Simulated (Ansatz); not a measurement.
NbAs:
Space group I4₁md (No. 109); a = b = 3.4579 Å, c = 11.7658 Å, α = β = γ = 90.00°

```csv
atom,site,symmetry,x,y,z
Nb,4a,2mm.,0.0000,0.0000,0.7491
As,4a,2mm.,0.0000,0.0000,0.1669
```
(The calculation used a cell of 4 atoms; values per cell refer to that cell.)

Relaxed at zero pressure with the program Ansatz at the r²SCAN level (PAW).

### Question
The volume is raised by 3 % and shape and atoms relax at that volume. What pressure results, and how do the axes share the change?

### Answer
-4.7 GPa; a 0.8 %, b 0.8 %, c 1.3 %; the energy rises by 8 meV/atom.

### Question
Give the new structure.

### Answer

Space group I4₁md (No. 109); a = 3.486 Å, b = 3.486 Å, c = 11.924 Å, α = 90.00°, β = 90.00°, γ = 90.00°

| atom | site | symmetry | x | y | z |
|---|---|---|---|---|---|
| Nb | 4a | 2mm. | 0.0000 | 0.0000 | 0.7493 |
| As | 4a | 2mm. | 0.0000 | 0.0000 | 0.1667 |

The phase is kept; no other phase was compared at this pressure.

Space group I4_1md. The r²SCAN relaxation kept the symmetry of its start. No spin polarisation was allowed.

Potentials: the later of the program's two PAW sets.
